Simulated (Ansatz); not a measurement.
AgI:
```yaml
crystal:
  lattice:
    - [4.68554, 0.00000, 0.00000]
    - [-2.34277, 4.05780, 0.00000]
    - [0.00000, 0.00000, 7.66275]
  atoms:
    - { symbol: Ag, position: [0.33333, 0.66667, 0.00251] }
    - { symbol: Ag, position: [0.66667, 0.33333, 0.50251] }
    - { symbol: I, position: [0.33333, 0.66667, 0.37739] }
    - { symbol: I, position: [0.66667, 0.33333, 0.87739] }
```

Relaxed with PBE. Special points in fractions of this cell's reciprocal vectors: Γ (0.000, 0.000, 0.000); M (0.500, 0.000, 0.000); K (0.333, 0.333, 0.000); A (0.000, 0.000, 0.500); L (0.500, 0.000, 0.500); H (0.333, 0.333, 0.500).

Q: List the band energies nearest the valence-band maximum at these points for the program Ansatz at the PBE level (PAW).

A: In eV from the valence-band maximum; about four levels below and three above (degenerate sets whole), none deeper than 8.9 eV; points with the same levels are listed once.

```json
[
 {"k": "Γ", "below": "-0.63 -0.63 -0.06 0.00 0.00", "above": "1.37 2.67 5.86 5.86"},
 {"k": "M", "below": "-1.98 -1.59 -0.92 -0.64", "above": "3.31 3.65 4.91"},
 {"k": "K", "below": "-2.30 -1.36 -1.36 -1.17", "above": "4.37 4.37 4.59"},
 {"k": "A", "below": "-0.33 -0.33 -0.33 -0.33", "above": "2.63 2.63 5.65 5.65"},
 {"k": "L", "below": "-1.11 -1.11 -1.11 -1.11", "above": "3.30 3.30 4.95 4.95"},
 {"k": "H", "below": "-1.72 -1.72 -1.01 -1.01", "above": "3.91 3.91 5.77 5.77"}
]
```

Space group P6_3mc (wurtzite). Symmetry was held in the PBE relaxation. The run is not spin-polarised. Scalar-relativistic: spin–orbit coupling is off unless named, which matters more the heavier the elements.

Potentials: the earlier of the program's two PAW sets.
